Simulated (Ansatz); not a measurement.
Input file for Ansatz (a quantum-chemistry and plane-wave program):

Ansatz 0.2 input:
```yaml
crystal:
  lattice:
    - [0.0, 4.5185820942, 4.5185820942]
    - [4.5185820942, 0.0, 4.5185820942]
    - [4.5185820942, 4.5185820942, 0.0]
  atoms:
    - { symbol: Rb, position: [0.75, 0.75, 0.75] }
    - { symbol: Rb, position: [0.25, 0.25, 0.25] }
    - { symbol: Tl, position: [0.0, 0.0, 0.0] }
    - { symbol: Ag, position: [0.5, 0.5, 0.5] }
    - { symbol: F, position: [0.7596018621, 0.2403981379, 0.2403981379] }
    - { symbol: F, position: [0.2403981379, 0.7596018621, 0.7596018621] }
    - { symbol: F, position: [0.2403981379, 0.7596018621, 0.2403981379] }
    - { symbol: F, position: [0.7596018621, 0.2403981379, 0.7596018621] }
    - { symbol: F, position: [0.2403981379, 0.2403981379, 0.7596018621] }
    - { symbol: F, position: [0.7596018621, 0.7596018621, 0.2403981379] }
kpoints:
  mp_grid: { grid: [6, 6, 6] }
hamiltonian:
  xc: r2scan
  pseudopotentials: { kind: paw }
scf:
  occupations: { method: fixed }
checkpoint: { read: static.run }
output: { write_density: true, elf: true, volumetric_format: npy }
```

Output (shortened):

```
Pseudopotentials: kind: paw
Pseudopotential: Rb, paw, valence charge 9
Pseudopotential: Tl, paw, valence charge 13
Pseudopotential: Ag, paw, valence charge 19
Pseudopotential: F, paw, valence charge 7
Functional definition: r2SCAN
Crystal: 10 atoms, lattice volume = 184.517 Å³
Basis set: ecut = 500 eV, 4645 PW (Γ), exchange–correlation on 192×192×192 points (64 copies of the dense FFT grid, shifted against one another)
Bands: 56, of which v1, the nominal top of the filled ones, is band 46 counted from 1 (45 counted from 0)
Symmetry: 48 space group operations
Space group: Fm-3m (ITA 225), of the structure as read, at distance tolerance 5.7e-5 Å
k-points: 16 of 216
PAW frozen core: Rb, regenerated for the run's functional
PAW frozen core: Tl, regenerated for the run's functional
PAW frozen core: Ag, regenerated for the run's functional
PAW frozen core: F, regenerated for the run's functional
Initial density: read from a saved state, or passed on in memory by an earlier SCF of this step, an earlier step, the calling program or the single point that …
Stability of the state it starts from, as read at its close in the unpolarized treatment …
Initial wavefunctions: pseudopotential atomic-orbital guess
Eigensolver: davidson
Functional: x = r2scan, c = r2scan; τ floored in thin density (d = 2e-4 eV/Å³)
iter 1 solved again at ethr=1.68e-7 eV; its pass at ethr=3.10e-3 eV (dr2=1.54e-4 eV) is discarded
SCF iter   1: F=—  HF=-30482.469613 eV  |F-HF|=—  |Δ(HF+E_count)|=         —  Δρ=8.98e-7  dr2=5.41e-10  dr2_τ=1.44e-10  ethr=1.68e-7  ⟨swp⟩=3.9  Hψ=5367  notcnv=0  defer=128
all-band conjugate gradients solve this SCF's bands
preconditioner: auto → Resta (q_TF=auto, 2.429 Å⁻¹)
SCF iter   2: F=—  HF=-30482.469436 eV  |F-HF|=—  |Δ(HF+E_count)|=   1.77e-4  Δρ=4.98e-7  dr2=1.95e-10  dr2_τ=1.26e-10  ethr=1.00e-12  ⟨swp⟩=14.2  Hψ=5577  notcnv=0
SCF iter   3: F=-30482.469436 eV  HF=-30482.469436 eV  |F-HF|=1.82e-11  |Δ(HF+E_count)|=    0.00e0  Δρ=2.98e-7  dr2=6.18e-11  dr2_τ=1.89e-11  ethr=1.00e-12  ⟨swp⟩=1.0  Hψ=1799  notcnv=0
SCF 1 converged in 3 iterations: F = -30482.469436 eV  dr2 = 6.18e-11
SCF converged after 3 iterations
Free energy (F): -30482.469436 eV
Harris-Foulkes:  -30482.469436 eV  (|F-HF|=1.82e-11)
Internal energy: -30482.469436 eV  (E = F + TS)
E sigma→0 (E₀):  -30482.469436 eV
Fermi energy:    4.879710 eV
--- Per-component energies (eV) ---
  E_band       = -832.110263
  E_kinetic    = 2506.532245
  E_local      = -9611.263726  (includes V_loc(G=0)·N_el)
  E_nonlocal   = 1188.341002
  E_hartree    = 3810.608356
  E_xc         = -1114.425222
  E_vxc        = -1408.963571  (∫ρ·V_xc dr)
  E_paw        = -20620.390729  (= ΣΔE_a)
  E_vpaw       = -1226.355262  (= ΣTr[D̂ρ^β])
  E_aug_tail   = 0.006400  (compensation charges beyond the density's cutoff)
  E_vtau       = 98.376162  (kinetic-family band-sum trace: ∫τ·v_τ [+ j·A + Jᵃ·Aᵃ] dr)
  E_ewald      = -6641.926008
  E_core_change = 0.048246  (= ΣΔE_core)
  E_smearing   =  0.000000  (= −TS)
  E_closure    = 0.000000  (closes the sum)
  Σ components = -30482.469436   (vs F -30482.469436, Δ=0.00e0)
  [band-id]    e_kinetic+e_local+e_nonlocal+2·e_hartree+e_vxc+e_vpaw+e_augmentation_tail+e_vtau = -832.110038   (vs E_band -832.110263, Δ=2.25e-4)
--- Band table (eV; the first three rows and the last of 16) ---
  k-point 0: bands = ["-86.3867", "-49.0915", "-49.0915", "-49.0915", "-21.6241", "-21.5901", "-18.9467", "-18.7218", "-18.7218", "-18.6937", "-18.6937", "-18.6937", "-6.0010", "-6.0010", "-5.9494", "-5.9494", "-5.9494", "-5.1758", "-5.1758", "-5.1758", "-5.1326", "-5.1326", "-5.1326", "-2.4848", "-0.1542", "-0.1542", "-0.1542", "0.8514", "0.8514", "0.8514", "1.1133", "1.1133", "1.2716", "1.2716", "1.2716", "1.3667", "1.3667", "1.3667", "1.6514", "1.6514", "1.6514", "3.6562", "3.6562", "3.6562", "4.8783", "4.8783", "5.7690", "10.6921", "11.2883", "11.2883", "11.2883", "11.8234", "11.8234", "13.1803", "14.5204", "14.5204"]
  k-point 1: bands = ["-86.3867", "-49.0915", "-49.0915", "-49.0915", "-21.6208", "-21.5915", "-18.9388", "-18.7245", "-18.7245", "-18.7067", "-18.6913", "-18.6913", "-6.0004", "-6.0004", "-5.9412", "-5.9412", "-5.9296", "-5.1821", "-5.1766", "-5.1766", "-5.1290", "-5.1290", "-5.1100", "-2.4159", "-0.2597", "-0.2124", "-0.2124", "0.8115", "0.8530", "0.8530", "1.1119", "1.1119", "1.2375", "1.2457", "1.2457", "1.2935", "1.4901", "1.4901", "1.6129", "1.6129", "1.6278", "3.6551", "3.6599", "3.6599", "4.7873", "4.7873", "6.0513", "10.3102", "11.5081", "11.5081", "11.7126", "11.9710", "11.9710", "13.2542", "14.3072", "14.3824"]
  k-point 2: bands = ["-86.3867", "-49.0915", "-49.0915", "-49.0915", "-21.6127", "-21.5958", "-18.9195", "-18.7362", "-18.7288", "-18.7288", "-18.6874", "-18.6874", "-5.9996", "-5.9996", "-5.9239", "-5.9239", "-5.8920", "-5.1780", "-5.1780", "-5.1612", "-5.1223", "-5.1223", "-5.0953", "-2.2551", "-0.4935", "-0.3138", "-0.3138", "0.7163", "0.8545", "0.8545", "1.0226", "1.1358", "1.1358", "1.2201", "1.2201", "1.3506", "1.4611", "1.4611", "1.5673", "1.7583", "1.7583", "3.6519", "3.6660", "3.6660", "4.5984", "4.5984", "6.6733", "9.7673", "12.0449", "12.0449", "12.1019", "12.3491", "12.3491", "13.2661", "14.0565", "14.0565"]
  k-point 15: bands = ["-86.3867", "-49.0915", "-49.0915", "-49.0915", "-21.6047", "-21.5993", "-18.9093", "-18.7833", "-18.7252", "-18.6953", "-18.6949", "-18.6913", "-6.0362", "-6.0000", "-5.8936", "-5.8903", "-5.8815", "-5.2059", "-5.1822", "-5.1790", "-5.1021", "-5.0731", "-5.0497", "-2.2556", "-0.3810", "-0.0763", "-0.0068", "0.6312", "0.7530", "1.0653", "1.0673", "1.0716", "1.0923", "1.1322", "1.1537", "1.2136", "1.2434", "1.2760", "1.4008", "1.5139", "1.5793", "3.6642", "3.6934", "3.7150", "4.0320", "4.7121", "7.6640", "10.3035", "10.9823", "11.7065", "12.7700", "12.8887", "13.1207", "13.5510", "13.8549", "14.1696"]
  band table: 56 of 56 bands, residual norms ≤ 1.0e-3 eV
```

Cost: around 27 core-seconds (rough) on shared cores.

The workflow started from a Materials Project entry (that database holds measured and hypothetical structures alike); the Crystallography Open Database copy checked does not list it. Whether it is the stable phase at ambient conditions was not checked. The r²SCAN relaxation kept the symmetry of its start; whether a distortion lowers the energy is not shown. No spin polarisation was allowed. Scalar-relativistic: spin–orbit coupling is off unless named, which matters more the heavier the elements.

Potentials: the later of the program's two PAW sets.

Ansatz is a plane-wave DFT program.
